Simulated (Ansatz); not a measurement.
Consider the following.

Cu$_{3}$Ge:
```
Cu3Ge
1.0
    4.17250     0.00000     0.00000
    0.00000     5.24642     0.00000
    0.00000     0.00000     4.52054
Cu Ge
6 2
Direct
  0.00000   0.50000   0.16463
  0.50000   0.00000   0.83537
  0.50000   0.24856   0.33650
  0.50000   0.75144   0.33650
  0.00000   0.25144   0.66350
  0.00000   0.74856   0.66350
  0.50000   0.50000   0.82479
  0.00000   0.00000   0.17521
```

This is the r²SCAN-relaxed structure.

Question: All from plane-wave PAW r²SCAN (Ansatz code), unless another level is named. Estimate the electronic character.

Answer: metallic (no gap).

Question: And the density of states at the Fermi level?

Answer: 0.27 states/eV per atom (mean over ±0.08 eV).

Question: What about the formation energy from the elements (no fitted shifts)?

Answer: 0.015 eV/atom.

Question: Predict the gap with spin–orbit coupling.

Answer: none (metallic).

Space group Pmmn. The first step of the workflow began from a Materials Project structure, measured or hypothetical; the Crystallography Open Database copy checked does not list it. Its standing as an ambient phase is unchecked. Symmetry was held in the r²SCAN relaxation; of distortions, only those at the zone centre were tested. No spin polarisation was allowed. The references are the lowest solids computed at this level, not always the standard phases. Spin–orbit coupling is left out wherever it is not named.

Potentials: the later of the program's two PAW sets.
